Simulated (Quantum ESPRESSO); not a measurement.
Space group P6₃/mmc (No. 194); a = b = 3.4963 Å, c = 13.6896 Å, α = β = 90.00°, γ = 120.00°

```
atom  site  symmetry       x       y       z
----  ----  --------  ------  ------  ------
Mo      2c      -6m2  0.3333  0.6667  0.2500
Te      4f       3m.  0.6667  0.3333  0.1172
```

Cell and atoms were relaxed with PBE+D3(BJ) from Materials Project entry mp-602, within its symmetry.

Question: What does norm-conserving PBEsol (Quantum ESPRESSO, 80 Ry, with spin-orbit coupling) give for the electronic structure near the Fermi level?

Answer: The PBEsol gap is indirect, 0.55 eV, from Γ to 43 % of the way from K to Γ; the smallest direct gap is 0.94 eV.
